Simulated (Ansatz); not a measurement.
Relaxed SiO₂ (alpha-quartz type, space group P3_121):

```xyz
9
Lattice="5.0221 0.0000 0.0000 -2.5111 4.3493 0.0000 0.0000 0.0000 5.5103" Properties=species:S:1:pos:R:3 pbc="T T T"
Si    -0.1169     4.3493     1.8368
Si     3.8250     2.0734     3.6735
Si     1.3140     2.2759     0.0000
O      1.4405     1.1107     1.1303
O      3.3399     0.6922     2.9670
O      2.7527     2.5464     4.8038
O     -1.0705     3.2385     2.5433
O      0.2417     1.8029     4.3800
O      0.8289     3.6571     0.7065
```

A phonon eigenvector at Γ is frozen into this cell: atom i moves by Q times the vector below, so Q is the largest atomic displacement, in Å. The cell is held. It is one choice among 2 degenerate patterns.

| atom | x | y | z |
|---|---|---|---|
| Si1 | -0.016 | 0.000 | 0.000 |
| Si2 | 0.097 | 0.065 | 0.300 |
| Si3 | 0.097 | -0.065 | -0.300 |
| O4 | 0.344 | -0.021 | -0.367 |
| O5 | -0.636 | 0.305 | 0.319 |
| O6 | 0.136 | 0.990 | 0.047 |
| O7 | 0.344 | 0.021 | 0.367 |
| O8 | 0.136 | -0.990 | -0.047 |
| O9 | -0.636 | -0.305 | -0.319 |

These are PBE (plane waves to 420 eV, PAW, scalar-relativistic; Ansatz, an electronic-structure program) values and carry that method's errors. k mesh 8×8×6 (Γ-centred), Fermi-Dirac smearing 0.05 eV. SiO2 was relaxed with its symmetry unable to fall.

At one point of the scan the forces (eV/Å) are:

```csv
atom,Fx,Fy,Fz
Si1,0.061,0.000,0.000
Si2,-0.049,-0.131,-0.169
Si3,-0.049,0.131,0.169
O4,-0.124,0.030,0.217
O5,0.326,-0.042,-0.128
O6,-0.184,-0.709,-0.017
O7,-0.124,-0.030,-0.217
O8,-0.184,0.709,0.017
O9,0.326,0.042,0.128
```

Task: Which point is it?
(A) Q = 0.090 Å
(B) Q = 0.120 Å
(C) Q = 0.150 Å
(D) Q = 0.030 Å

Result: C, Q = 0.150 Å

(A displaced cell: forces are minus the slopes of the energy, force constants its curvatures, and phonons follow from these.)
